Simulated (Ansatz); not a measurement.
Level of theory: DFT PBE, scalar-relativistic, plane waves, PAW (Ansatz 0.2.0). All cells share a 420 eV cutoff and Γ-centred k meshes spaced at most about 0.3 Å⁻¹ (about 0.25 or finer for metals, 2π included). No spin polarisation in the final relaxations.

All energies are static (0 K, no zero-point motion). All come from trial cells, and lower structures may exist.

Question: Order these relaxed structures of NaLi₅ by energy, lowest first, with the energy over the lowest of them.
A.

```cif
data_structure
_symmetry_space_group_name_H-M 'Cm'
_symmetry_Int_Tables_number 8
_cell_length_a 5.3193
_cell_length_b 10.0953
_cell_length_c 5.1449
_cell_angle_alpha 90.000
_cell_angle_beta 90.287
_cell_angle_gamma 90.000
_cell_volume 276.28
loop_
_atom_site_label
_atom_site_type_symbol
_atom_site_symmetry_multiplicity
_atom_site_Wyckoff_symbol
_atom_site_fract_x
_atom_site_fract_y
_atom_site_fract_z
_atom_site_occupancy
Na1 Na 2 a 0.97140 0.00000 0.99973 1
Li1 Li 4 b 0.97243 0.33068 0.99980 1
Li2 Li 4 b 0.85303 0.17899 0.49979 1
Li3 Li 2 a 0.37610 0.00000 0.49983 1
```

B.

```cif
data_structure
_symmetry_space_group_name_H-M 'P6/mmm'
_symmetry_Int_Tables_number 191
_cell_length_a 5.9218
_cell_length_b 5.9218
_cell_length_c 4.9377
_cell_angle_alpha 90.000
_cell_angle_beta 90.000
_cell_angle_gamma 120.000
_cell_volume 149.95
loop_
_atom_site_label
_atom_site_type_symbol
_atom_site_symmetry_multiplicity
_atom_site_Wyckoff_symbol
_atom_site_fract_x
_atom_site_fract_y
_atom_site_fract_z
_atom_site_occupancy
Na1 Na 1 a 0.00000 0.00000 0.00000 1
Li1 Li 2 c 0.33333 0.66667 0.00000 1
Li2 Li 3 g 0.50000 0.00000 0.50000 1
```

Answer: A (0 meV/atom), B (41 meV/atom). Forms: A Na and Li ordered on hcp sites, Cm; B CaCu5 type, P6/mmm. Counting all near atoms (those within 1.25 times the shortest distance at each site; a plus sign parts nearer from farther groups; a slash parts the counts of unlike sites): A has Na 12, Li 12; B has Na 6+12, Li 8/6+6. Even the lowest lies +0.03 eV/atom against the elements.

Cells relaxed within their symmetry can be saddle points. The Cm cell of NaLi5 came from shaking the P6/mmm one. Some structure types and database cells were kept out of the candidates from the start, so a known form may be missing.
